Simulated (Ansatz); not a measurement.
Ti$_{2}$AlN:
```yaml
crystal:
  lattice:
    - [2.96556, 0.00000, 0.00000]
    - [-1.48278, 2.56825, 0.00000]
    - [0.00000, 0.00000, 13.52140]
  atoms:
    - { symbol: Ti, position: [0.33333, 0.66667, 0.08492] }
    - { symbol: Ti, position: [0.66667, 0.33333, 0.91508] }
    - { symbol: Ti, position: [0.66667, 0.33333, 0.58492] }
    - { symbol: Ti, position: [0.33333, 0.66667, 0.41508] }
    - { symbol: Al, position: [0.33333, 0.66667, 0.75000] }
    - { symbol: Al, position: [0.66667, 0.33333, 0.25000] }
    - { symbol: N, position: [0.00000, 0.00000, 0.00000] }
    - { symbol: N, position: [0.00000, 0.00000, 0.50000] }
```

This is the PBEsol-relaxed structure. x, y and z are the axes in which the lattice vectors are written.

Q: All from the program Ansatz at the PBEsol level (PAW), unless another level is named. Predict the Debye temperature from the elastic constants.

A: 749 K.

Q: Predict the elastic constants (relaxed ions, GPa).

A: C11 = 328, C12 = 74.7, C13 = 93.3, C33 = 306, C44 = 136.

Space group P6_3/mmc. The workflow started from a Materials Project entry (that database holds measured and hypothetical structures alike); the Crystallography Open Database copy checked does not list it. Its standing as an ambient phase is unchecked. The PBEsol relaxation kept the symmetry of its start; whether a distortion lowers the energy is not shown. The run is not spin-polarised. As this level gives no gap, shear constants depend on the k-mesh and smearing (Fermi–Dirac, 0.1 eV here).

Potentials: the earlier of the program's two PAW sets. The files were generated under PBE; for other functionals the program regenerates the frozen cores, and for LDA and PBEsol the local potential too.
